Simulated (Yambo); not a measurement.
**How GW settings move the gap: Li₃BrO**

G0W0@LDA for Li₃BrO (anti-perovskite, space group Pm-3m, No. 221) in Yambo. Reference settings: 4×4×4 Γ-centred k mesh, bands 4 to 137 and a 10 Ry block in the screening, 137 bands in G with the Bruneval-Gonze terminator, plasmon pole fitted at 27.2 eV. The LDA gap M → M on this mesh is 4.25 eV; G0W0 gaps are taken between the same points.

| change from the reference | G0W0 gap M → M (eV) | shift of the valence edge (eV) | rough Yambo cost |
|---|---|---|---|
| reference settings | 6.56 | -1.25 | 1 |
| 46 bands in W, 46 bands in G | 6.56 | -1.05 | about 1/3 |
| 85 bands in W, 85 bands in G | 6.55 | -1.19 | within a factor of two |
| 85 bands in G | 6.57 | -1.26 | – |
| 61 bands in W | 6.52 | -1.11 | within a factor of two |
| 4 Ry block | 6.40 | -1.10 | within a factor of two |
| 8 Ry block | 6.51 | -1.21 | within a factor of two |
| no random integration | 6.49 | -1.07 | – |
| 85 bands in G, no terminator | 6.32 | -0.92 | – |
| no terminator | 6.41 | -1.08 | – |

The reference isn't shown to be the converged limit. Costs are rough (shared machines), scaled to the same edge states, and given only for runs that recompute the screening.

Spin-orbit splittings are left out. The cell is held in this high symmetry; tilts and polar distortions were not searched.

Geometry of the Materials Project entry, not relaxed at this level; primitive cell a = b = c = 3.9486 Å, α = β = γ = 90.00°.

A shift is the quasiparticle energy of the state minus its LDA energy.
